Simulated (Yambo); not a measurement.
Yambo run on FeB₂ (space group Pnma, No. 62). The wavefunctions are PBEsol (Quantum ESPRESSO, PseudoDojo norm-conserving, 90 Ry, without SOC) ones on a 2×2×4 mesh (44 occupied bands); a = 4.8204 Å, b = 4.8080 Å, c = 3.7418 Å, α = β = γ = 90.00°.

Yambo input:

```
rim_cut
gw0
dyson
el_el_corr
HF_and_locXC
ppa
em1d
RandQpts= 1000000
RandGvec= 1 Ry
EXXRLvcs= 90 Ry
VXCRLvcs= 360 Ry
Chimod= "HARTREE"
% BndsRnXp
 17 | 153 |
%
NGsBlkXp= 7 Ry
% LongDrXp
 1.0 | 1.0 | 1.0 |
%
PPAPntXp= 10 eV
% GbndRnge
 1 | 153 |
%
GTermKind= "BG"
DysSolver= "n"
ExtendOut
% QPkrange
 6 | 6 | 44 | 45 |
 9 | 9 | 45 | 45 |
%
```

k points by index: 6 = (0, -0.5, -0.5), 9 = (-0.5, 0, -0.5).

The o-*.qp file then holds:

```
#    K-point    Band    Eo [eV]    E [eV]    E-Eo [eV]    Vxc [eV]    Vnlxc [eV]    Sc|Eo [eV]    Sc|E [eV]    dSc/dw|Eo [eV]    Re(Z)    Im(Z)
#
    6    44    0.000000    0.733056    0.733056    -26.47503    -28.93563    3.508051    3.193658    -11.67223    0.699810    -0.002061
    6    45    0.570536    1.372383    0.801847    -24.84289    -20.83187    -2.867556    -3.209170    -11.59127    0.701270    -0.002118
    9    45    0.426855    1.193546    0.766691    -24.58448    -21.59015    -1.905258    -2.227641    -11.44081    0.704000    -0.002091
```
(The two width columns are left out.) Convergence of these settings isn't established.

Geometry of the Materials Project entry, not relaxed at this level.

The structure is a Materials Project entry; no match was found in the copy of COD used, and its stability was not checked.

The runs are not spin-polarised; magnetic order was not tried.
